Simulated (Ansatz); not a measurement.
Relaxed-ion elastic tensor of Li (hcp (Mg type), P6_3/mmc) in GPa (Voigt order), plane-wave PAW LDA (Ansatz code); density 0.61 g/cm³, 18.96 Å³ per atom.

```
      1     2     3    4    5    6
-  ----  ----  ----  ---  ---  ---
1  23.2  14.2   7.4  0.0  0.0  0.0
2  14.2  23.2   7.4  0.0  0.0  0.0
3   7.4   7.4  30.8  0.0  0.0  0.0
4   0.0   0.0   0.0  5.2  0.0  0.0
5   0.0   0.0   0.0  0.0  5.2  0.0
6   0.0   0.0   0.0  0.0  0.0  4.5
```

**Question.** Is the crystal mechanically stable?

**Answer.** Yes: the smallest eigenvalue of C is 4.5 GPa.

**Question.** Work out the Voigt, Reuss and Hill averages.

**Answer.** K_V = 15.0, K_R = 15.0, K_H = 15.0; G_V = 6.2, G_R = 5.5, G_H = 5.8 GPa.

**Question.** Give Young's modulus, Poisson's ratio, Pugh's ratio and the universal anisotropy index.

**Answer.** E = 9KG/(3K + G) = 15.5 GPa; ν = 0.33; K/G = 2.58 (ductile by the Pugh limit of 1.75); A_U = 5G_V/G_R + K_V/K_R − 6 = 0.67.

**Question.** Estimate the sound speeds and the Debye temperature.

**Answer.** v_l = √((K + 4G/3)/ρ) = 6120 m/s, v_t = √(G/ρ) = 3100 m/s, mean 3470 m/s; Θ = (h/k)(3n/4πV)^(1/3) v_m = 388 K.

**Question.** Solve the Christoffel equation for the three sound speeds along x, y, z.

**Answer.** Eigenvalues of C_ijkl n_j n_l equal ρv². In km/s, slowest first: x 2.72, 2.92, 6.18; y 2.72, 2.92, 6.18; z 2.92, 2.92, 7.12.

**Question.** How much does each axis shrink under pressure?

**Answer.** Linear compressibilities β_i = Σ_j S_ij (j = 1 to 3): x 22, y 22, z 22 per TPa.

The workflow started from a Materials Project entry (that database holds measured and hypothetical structures alike); the Crystallography Open Database files this formula in space group No. 194, but the cells were not matched. It is not the phase usual at ambient conditions (space group No. 229). The LDA relaxation kept the symmetry of its start; of distortions, only those at the zone centre were tested. As this level gives no gap, shear constants depend on the k-mesh and smearing (Fermi–Dirac, 0.1 eV here).

Potentials: the later of the program's two PAW sets.
